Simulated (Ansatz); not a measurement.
Task: Name crystals whose computed values (r²SCAN in the plane-wave PAW code Ansatz) fall in these windows: gap (eV) 0.93 to 1.2; electron conductivity mass (mₑ) 0.072 to 0.088.

Result: 

```
crystal                                             gap (eV)  electron conductivity mass (mₑ)
--------------------------------------------------  --------  -------------------------------
InP, wurtzite                                           1.10                            0.080
InP, P4_2/mnm (In on 4g, P on 4f)                       1.17                            0.087
InP, P6_3mc (In on 2b, P on 2b, In on 2a, P on 2a)      1.07                            0.077
InP, Pm-3n (In on 6c, P on 6d)                          1.07                            0.087
InP, zinc blende                                        1.03                            0.074
```
Others may fit too.

Typed or built starts, not in the databases checked: InP, P4_2/mnm (In on 4g, P on 4f); InP, Pm-3n (In on 6c, P on 6d). Not the usual ambient phase: InP, wurtzite; InP, P4_2/mnm (In on 4g, P on 4f); InP, P6_3mc (In on 2b, P on 2b, In on 2a, P on 2a); InP, Pm-3n (In on 6c, P on 6d). All cells were relaxed under the symmetry of their starts (and spin orders); stability against distortions was not tested throughout. Spin–orbit coupling is left out wherever it is not named.

Potentials: the later of the program's two PAW sets.
